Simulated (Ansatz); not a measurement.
# Relaxing a structure of Co₂Si

The start is a generated trial cell of Co2Si in the Co2Si structure type. The cell and all atomic positions are relaxed at zero pressure with PBEsol (plane waves to 420 eV, PAW, scalar-relativistic; Ansatz, a first-principles code). The first steps use a coarse 4×5×3 k-mesh.

Initial structure:
```
CELL_PARAMETERS angstrom
      4.91800     0.00000     0.00000
      0.00000     3.73800     0.00000
      0.00000     0.00000     7.10900
ATOMIC_POSITIONS crystal
  Co 0.53800 0.25000 0.78200
  Co 0.03800 0.25000 0.71800
  Co 0.46200 0.75000 0.21800
  Co 0.96200 0.75000 0.28200
  Co 0.17400 0.25000 0.06200
  Co 0.67400 0.25000 0.43800
  Co 0.82600 0.75000 0.93800
  Co 0.32600 0.75000 0.56200
  Si 0.70200 0.25000 0.11100
  Si 0.20200 0.25000 0.38900
  Si 0.29800 0.75000 0.88900
  Si 0.79800 0.75000 0.61100
```
Spin-polarised start, with parallel moments on Co.

- Initial pressure = -13 GPa (negative: the cell is under tension)
- Outcome = The space group stays Pnma (No. 62) (the run could not lower it); the end is AFLOW prototype A2B_oP12_62_2c_c (C37, as in Co2Si), with 12 atoms in the primitive magnetic cell
- Energy released = 0.03 eV/atom
- Volume change = -5.9 %, from 10.89 to 10.25 Å³/atom
- Shortest distances (start → end) = The closest pairs of elements (up to four, under 3.6 Å), start → end: Co–Si 2.32 → 2.27 Å; Co–Co 2.50 → 2.44 Å; Si–Si 3.15 → 3.03 Å
- Moments at the end = net 0.14 μB/atom, ferromagnetic
- Optimiser moves = 8

The end point of the relaxation:

```cif
data_Co8Si4
_chemical_formula_sum 'Co8 Si4'
_space_group_name_H-M_alt 'Pnma'
_space_group_IT_number 62
_space_group_name_Hall '-P 2ac 2n'
_cell_length_a 4.80770
_cell_length_b 3.66960
_cell_length_c 6.97322
_cell_angle_alpha 90.000
_cell_angle_beta 90.000
_cell_angle_gamma 90.000
loop_
_space_group_symop_operation_xyz
  'x, y, z'
  '-x, -y, -z'
  '-x+1/2, -y, z+1/2'
  'x+1/2, y, -z+1/2'
  'x+1/2, -y+1/2, -z+1/2'
  '-x+1/2, y+1/2, z+1/2'
  '-x, y+1/2, -z'
  'x, -y+1/2, z'
loop_
_atom_site_label
_atom_site_type_symbol
_atom_site_symmetry_multiplicity
_atom_site_Wyckoff_symbol
_atom_site_fract_x
_atom_site_fract_y
_atom_site_fract_z
_atom_site_occupancy
Co1 Co 4 c 0.03831 0.25000 0.71887 1
Co2 Co 4 c 0.17310 0.25000 0.06505 1
Si1 Si 4 c 0.19948 0.25000 0.39486 1
```

Final values are on a 8×10×6 k-mesh of the relaxed cell. Spin state reached: ferromagnetic (net 0.14 μB/atom), from parallel starting moments; other spin orders were not run from this start.

The run could not lose the symmetry of its start.
